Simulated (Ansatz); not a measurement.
Relaxed CaO (rock salt):

```
CELL_PARAMETERS angstrom
      0.00000     2.41535     2.41535
      2.41535     0.00000     2.41535
      2.41535     2.41535     0.00000
ATOMIC_POSITIONS crystal
  O  0.00000 0.00000 0.00000
  Ca 0.50000 0.50000 0.50000
```

A phonon eigenvector at Γ is frozen into this cell: atom i moves by Q times the vector below, so Q is the largest atomic displacement, in Å. The cell is held. It is one choice among 3 degenerate patterns.

```csv
atom,x,y,z
O1,0.000,0.000,1.000
Ca2,0.000,0.000,-0.399
```

The numbers are results of PBE (plane waves to 420 eV, PAW, scalar-relativistic; Ansatz, a first-principles code), not measurements. k mesh 12×12×12 (Γ-centred), Fermi-Dirac smearing 0.05 eV. Energies are smeared free energies. CaO was relaxed with its symmetry unable to fall. The zero of ΔE is the undisplaced structure.

```json
[
 {"Q (Å)": "-0.1000", "ΔE (meV/cell)": "28.7"},
 {"Q (Å)": "-0.0833", "ΔE (meV/cell)": "19.6"},
 {"Q (Å)": "-0.0667", "ΔE (meV/cell)": "12.3"},
 {"Q (Å)": "-0.0500", "ΔE (meV/cell)": "withheld"},
 {"Q (Å)": "-0.0333", "ΔE (meV/cell)": "3.0"},
 {"Q (Å)": "-0.0167", "ΔE (meV/cell)": "0.7"},
 {"Q (Å)": "0.0000", "ΔE (meV/cell)": "0.0"},
 {"Q (Å)": "0.0167", "ΔE (meV/cell)": "0.7"},
 {"Q (Å)": "0.0333", "ΔE (meV/cell)": "3.0"},
 {"Q (Å)": "0.0500", "ΔE (meV/cell)": "withheld"},
 {"Q (Å)": "0.0667", "ΔE (meV/cell)": "12.3"},
 {"Q (Å)": "0.0833", "ΔE (meV/cell)": "19.6"},
 {"Q (Å)": "0.1000", "ΔE (meV/cell)": "28.7"}
]
```

### Question
Fit an even polynomial form (powers 2, 4) to the given rows and predict ΔE at Q = -0.0500.

### Answer
Least squares on the 11 given rows: ΔE = (2693)·Q² + (17840)·Q⁴, in meV/cell with Q in Å; root-mean-square residual 0.04 meV/cell. At -0.0500 the fit gives 6.8 meV/cell; the calculation gives 6.8 meV/cell, the same to the digits shown. The quadratic term alone would give 6.7 meV/cell.

(A displaced cell: forces are minus the slopes of the energy, force constants its curvatures, and phonons follow from these.)
